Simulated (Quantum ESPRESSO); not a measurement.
One change at a time to CuLi2Pt3TaW

These are calculations, not measurements. They come from Quantum ESPRESSO 7.5, a public plane-wave density functional program. Each row is one single-point run on a made-up periodic cell of eight metal atoms, with elements, volume, strain and displacements drawn at random and not relaxed, so a cell may be unstable or far from any real phase. There is no spin polarisation or spin-orbit coupling.

Settings: PBE unless stated; PseudoDojo standard norm-conserving files; Fermi-Dirac width 0.25 eV, which means electrons at about 2900 K; cutoff 1252 eV; 8 x 4 x 3 k mesh shifted half a step off Gamma. E is the free energy of the whole cell (internal energy minus TS), so a -TS column is already part of it. Stress is positive in tension, and the pressure P is minus a third of its trace.

Checks: one run of this series was repeated at a higher cutoff and on a denser mesh, which moved values by no more than 0.008 eV, 0.06 GPa and 0.012 eV/Å, and a second program with other atomic files agreed on it to 2 % rms in force and 0.5 GPa in pressure. Known limits: the copper pseudopotential is less sure than most, with forces differing by about three percent and pressure by about two GPa from a second method on plain copper; heavy elements are run without spin-orbit coupling, which real alloys of them have; a spin test at this wide smearing found no moment, but such smearing suppresses magnetism that the real alloy may have.

The lattice is face-centred cubic, and the cell vectors in Å are (0.000, -2.011, -2.011); (-6.033, -2.011, 0.000); (-2.011, 4.022, -6.033), a volume of 130.10 Å³ in run 1. The elements on sites 1 to 8 are Cu Pt Pt Li Li Pt Ta W. Each later run makes one change to run 1 and keeps the rest. E is counted from run 1, and is n/a where other atomic files have another zero of energy.

```
run                           change  V (Å³)  P (GPa)  -TS (eV)  rms force (eV/Å)  largest change of a force component (eV/Å)  E (eV)
  1                             none  130.10   -10.60    -1.181             0.709                                       0.000   0.000
  2          sites 1 and 8 exchanged  130.10    -9.97    -1.200             0.726                                       0.579   0.302
  3    all lengths scaled by +0.53 %  132.18   -12.30    -1.202             0.708                                       0.128       ?
  4              LDA in place of PBE  130.10   -20.08    -1.193             0.788                                       0.509     n/a
  5  site 7 moved by -0.11 Å along z  130.10   -10.51    -1.184             0.749                                       0.565   0.067
```

## Worked estimate

Along a uniform scaling dE = -P dV. The mean of the two pressures is -11.450 GPa and the volume changes by 2.08 Å³, with 160.2 GPa to one eV/Å³. The same two rows give -V dP/dV = 107 GPa for this cell with clamped atoms, which is not the bulk modulus of a real alloy.

## Withheld value

Question: what E should run 3 give?

The estimate is 0.149 eV. The calculation gave 0.149 eV.
